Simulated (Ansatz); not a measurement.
Here is the system:

Al$_{2}$W:
```
CELL_PARAMETERS angstrom
      0.00000     4.14390     4.45037
      2.46407     0.00000     4.45037
      2.46407     4.14390     0.00000
ATOMIC_POSITIONS crystal
  Al 0.08327 0.41673 0.08327
  Al 0.41673 0.08327 0.41673
  Al 0.16673 0.83327 0.16673
  Al 0.83327 0.16673 0.83327
  W  0.75000 0.75000 0.75000
  W  0.50000 0.50000 0.50000
```

This is the r²SCAN-relaxed structure.

Q: All from the program Ansatz at the r²SCAN level (PAW), unless another level is named. Give the formation energy from the elements (no fitted shifts).

A: -7.0 kJ/mol-atom.

Q: What about the density of states at the Fermi level?

A: 0.40 states/eV per atom (mean over ±0.08 eV).

Space group Fddd. The start of the workflow was typed in or built on a structure type; neither database checked (COD, Materials Project) lists it. Whether it is the stable phase at ambient conditions was not checked. Symmetry was held in the r²SCAN relaxation; whether a distortion lowers the energy is not shown. The run is not spin-polarised. The references are the lowest solids computed at this level, not always the standard phases. Scalar-relativistic: spin–orbit coupling is off unless named, which matters more the heavier the elements.

Potentials: the earlier of the program's two PAW sets. The files were generated under PBE; for other functionals the program regenerates the frozen cores, and for LDA and PBEsol the local potential too.
